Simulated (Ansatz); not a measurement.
Hf2Hg: how the plane-wave cutoff moves the results

Method: DFT PBEsol, scalar-relativistic, plane waves, PAW in Ansatz.

```
Hf Hg
1.0
    -1.66504    1.66504    5.80155
     1.66504   -1.66504    5.80155
     1.66504    1.66504   -5.80155
Hf Hg
2 1
Direct
  0.66573 0.66573 0.00000
  0.33427 0.33427 0.00000
  0.00000 0.00000 0.00000
```

| Item | Value |
| --- | --- |
| Γ-centred k-mesh | 18×18×18 |
| occupation rule | Gaussian smearing, 0.1 eV |
| spin treatment | unpolarised |
| valence charge of the PAW sets | Hf 26, Hg 20 |

The atoms are held and the plane-wave cutoff is swept. Energies are extrapolated to zero smearing and count from the reference run, 420 eV. The cell isn't necessarily relaxed at this level. Spin–orbit coupling is left out. Pressure is positive in compression and holds a correction for the finite cutoff (Pulay stress).

```json
{"cutoff (eV)": "250", "ΔE (meV/atom)": "1118", "P (GPa)": "-2.36", "largest change of a force component (eV/Å)": "0.121", "plane waves at Γ": "579"}
{"cutoff (eV)": "300", "ΔE (meV/atom)": "103", "P (GPa)": "-2.51", "largest change of a force component (eV/Å)": "0.015", "plane waves at Γ": "765"}
{"cutoff (eV)": "350", "ΔE (meV/atom)": "4.45", "P (GPa)": "-2.52", "largest change of a force component (eV/Å)": "0.002", "plane waves at Γ": "949"}
{"cutoff (eV)": "420", "ΔE (meV/atom)": "0.00", "P (GPa)": "-2.54", "largest change of a force component (eV/Å)": "0.000", "plane waves at Γ": "1247"}
```